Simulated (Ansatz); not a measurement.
# SrV2Sb2, a known structure type with other elements, at an estimated volume

```yaml
crystal:
  lattice:
    - [4.68129, 0.00000, 0.00000]
    - [-2.34064, 4.05412, 0.00000]
    - [0.00000, 0.00000, 7.79883]
  atoms:
    - { symbol: V, position: [0.33330, 0.66670, 0.62860] }
    - { symbol: V, position: [0.66670, 0.33330, 0.37140] }
    - { symbol: Sb, position: [0.33330, 0.66670, 0.25710] }
    - { symbol: Sb, position: [0.66670, 0.33330, 0.74290] }
    - { symbol: Sr, position: [0.00000, 0.00000, 0.00000] }
```

Method: r2SCAN, no spin polarisation; PAW, plane waves to 500 eV, 8×8×5 Γ-centred mesh, fermi-dirac occupations (width 0.1 eV) (Ansatz 0.2.0), atoms fixed.

**Formation energy.** 0.03 eV an atom against the elements' usual phases (free molecules for gases, crystals otherwise, with no correction for O₂ or N₂), too near zero to call. Relaxing would lower it.
**Forces.** The largest is on V1 (and as large on other atoms): 1.51 eV/Å, components (0.00, 0.00, -1.51). It makes 108° with the line to a nearest neighbour, Sb4 at 2.85 Å.
**Contacts.** V–Sb at 2.85 Å: least valence density 0.27 e/Å³ and ELF 0.28 there. Sr–Sb at 3.37 Å: least valence density 0.11 e/Å³ and ELF 0.09 there. Sr–V at 3.96 Å: least valence density 0.06 e/Å³ and ELF 0.09 there. Both are smooth PAW fields, read partly inside the augmentation spheres.
**Charges.** Bader charges in e: Sr +1.41, V +0.85, Sb -1.55. In the mean Sr gives up most and Sb takes most.
**At the Fermi level.** It is a metal, with about 5.9 states/eV a cell as the mean within 0.25 eV of the Fermi level, mostly V d (85 %).
**Stress.** The pressure is -8.7 GPa (compression positive), so with the atoms held at these fractions the cell would first shrink; the forces are large, so a full relaxation may end otherwise. The principal stresses -9.1, -9.1, -7.9 GPa differ, so its shape would change too.

Origin: a known structure type with other elements, at an estimated volume, so it need not be a known compound. Caveats: no spin polarisation, so a magnetic state may lie lower; atoms or cell far from equilibrium.

Cost: 90 s on 1 thread of Arm Neoverse V2 (shared host), peak memory 1 GiB (start from a saved density). The time holds forces, stress, Bader, DOS, bands, ELF.
